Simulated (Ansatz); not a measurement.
Relaxed-ion elastic tensor of C in space group Pnma (No. 62; C on 4c, C on 4c, C on 4c, C on 4c) in GPa (Voigt order), the program Ansatz at the r²SCAN level (PAW); density 3.38 g/cm³, 5.89 Å³ per atom.

```
 923  52.3   171   0.0   0.0   0.0
52.3  1130  82.5   0.0   0.0   0.0
 171  82.5  1090   0.0   0.0   0.0
 0.0   0.0   0.0   552   0.0   0.0
 0.0   0.0   0.0   0.0   482   0.0
 0.0   0.0   0.0   0.0   0.0   415
```

Question: Is the crystal mechanically stable?

Answer: Yes: the smallest eigenvalue of C is 415 GPa.

Question: Work out the Voigt, Reuss and Hill averages.

Answer: K_V = 418, K_R = 415, K_H = 417; G_V = 480, G_R = 472, G_H = 476 GPa.

Question: Give Young's modulus, Poisson's ratio, Pugh's ratio and the universal anisotropy index.

Answer: E = 9KG/(3K + G) = 1030 GPa; ν = 0.09; K/G = 0.88 (brittle by the Pugh limit of 1.75); A_U = 5G_V/G_R + K_V/K_R − 6 = 0.09.

Question: Estimate the sound speeds and the Debye temperature.

Answer: v_l = √((K + 4G/3)/ρ) = 17600 m/s, v_t = √(G/ρ) = 11900 m/s, mean 12900 m/s; Θ = (h/k)(3n/4πV)^(1/3) v_m = 2130 K.

Question: How much does each axis shrink under pressure?

Answer: Linear compressibilities β_i = Σ_j S_ij (j = 1 to 3): x 0.91, y 0.79, z 0.71 per TPa.

The start of the workflow was typed in or built on a structure type; neither database checked (COD, Materials Project) lists it. It is not the phase usual at ambient conditions (space group No. 194, 227). The cell was relaxed with r²SCAN under the symmetry of its start; its stability against distortions is not shown here.

Potentials: the earlier of the program's two PAW sets.
